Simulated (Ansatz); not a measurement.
Here is the system:

TiSi2:
```xyz
6
Lattice="0.0000 4.0884 4.2540 2.3781 0.0000 4.2540 2.3781 4.0884 0.0000" Properties=species:S:1:pos:R:3 pbc="T T T"
Si     2.3781     5.4242     4.2540
Si     2.3781     2.7527     4.2540
Si     3.5672     4.7970     6.3810
Si     3.5672     7.4684     6.3810
Ti     0.0000     0.0000     0.0000
Ti     1.1891     2.0442     2.1270
```

This is the PBEsol-relaxed structure.

Q: All from PBEsol in the plane-wave PAW code Ansatz, unless another level is named. Estimate the electronic character.

A: metallic (no gap).

Q: Predict the density of states at the Fermi level.

A: 0.38 states/eV per atom (mean over ±0.08 eV).

Q: What about the formation energy from the elements (no fitted shifts)?

A: -0.67 eV/atom.

Space group Fddd. The cell was relaxed with PBEsol under the symmetry of its start. The run is not spin-polarised. The references are the lowest solids computed at this level, not always the standard phases.

Potentials: the later of the program's two PAW sets.
